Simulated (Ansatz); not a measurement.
Computed scan of one atom of the cell: CdS (zinc blende)

CdS (zinc blende)

```
CdS
1.0
    0.00000     5.92662     5.92662
    2.96331     0.00000     2.96331
    2.96331     2.96331     0.00000
S Cd
2 2
Direct
  0.37500   0.75000   0.75000
  0.87500   0.75000   0.75000
  0.00000   0.00000   0.00000
  0.50000   0.00000   0.00000
```

In this cell atom 2 (S, nearest neighbour Cd at 2.566 Å; its periodic images, 4.2 Å or more away, move with it) is moved by s along Cartesian z, unit vector (0.000, 0.000, 1.000); all other atoms and the cell stay fixed.

The numbers are results of PBE (plane waves to 420 eV, PAW, scalar-relativistic; Ansatz, an electronic-structure program), not measurements. k mesh 4×8×8 (Γ-centred), Fermi-Dirac smearing 0.05 eV. The energy includes the smearing's −TS. Stress and pressure are positive under compression. F∥ is the force on the atom along that direction. F⊥ is the part of the force across the line. CdS was relaxed with its symmetry unable to fall. The zero of ΔE is the undisplaced structure.

```tsv
s (Å)	ΔE (meV/cell)	P (GPa)	F∥ (eV/Å)	|F⊥| (eV/Å)
-0.770	1460	5.56	3.214	0.780
-0.616	984	3.81	2.922	0.590
-0.462	573	2.26	2.380	0.423
-0.308	259	1.04	1.663	0.273
-0.154	65	0.27	0.848	0.134
0.000	0	0.00	0.000	0.000
0.154	64	0.26	-0.825	0.132
0.308	250	1.03	-1.580	0.260
0.462	545	2.23	-2.224	0.381
0.616	928	3.76	-2.715	0.486
0.770	1371	5.47	-3.007	0.569
```

Derived quantities:

- Energy at s = 0.770 Å = 1371 meV/cell
- Force along the line at s = -0.770 Å = 3.21 eV/Å
- Symmetry of the curve = not even: the negative side lies higher at ±0.770 Å
- Shape of the curve = a single well with its minimum at or next to zero displacement
- Force constant k = d²E/ds² at s = 0 (finite differences) = 5.49 eV/Å²
- Harmonic estimate at the end of the scan = ½ks² = 1626 meV/cell against the computed 1371 meV/cell, so the well is softer than harmonic there

(For displaced atoms, the force is minus the slope of the energy, and its curvature is a force constant, which sets phonon frequencies.)
